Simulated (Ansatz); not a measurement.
# VRu under pressure

Theory: Ansatz, DFT LDA, scalar-relativistic, plane waves, PAW. Cutoff 420 eV, 14×14×14 k-points (Γ-centred), Fermi-Dirac smearing of 0.15 eV. No spin polarisation. Phonons by linear response, acoustic sum rule imposed.

The cell, relaxed at this level:
```cif
data_structure
_symmetry_space_group_name_H-M 'Pm-3m'
_symmetry_Int_Tables_number 221
_cell_length_a 2.9514
_cell_length_b 2.9514
_cell_length_c 2.9514
_cell_angle_alpha 90.000
_cell_angle_beta 90.000
_cell_angle_gamma 90.000
_cell_volume 25.71
loop_
_atom_site_label
_atom_site_type_symbol
_atom_site_symmetry_multiplicity
_atom_site_Wyckoff_symbol
_atom_site_fract_x
_atom_site_fract_y
_atom_site_fract_z
_atom_site_occupancy
V1 V 1 b 0.50000 0.50000 0.50000 1
Ru1 Ru 1 a 0.00000 0.00000 0.00000 1
```

In a metal, frequencies and elastic constants depend on the k mesh and the smearing, soft modes and shear constants most.

Optical modes at Γ (cm⁻¹) at zero pressure: 125.

Under hydrostatic pressure the same modes lie at 132 cm⁻¹. What is the pressure, and how much has the cell shrunk?

Answers

3 GPa; the volume is 1.0 % smaller.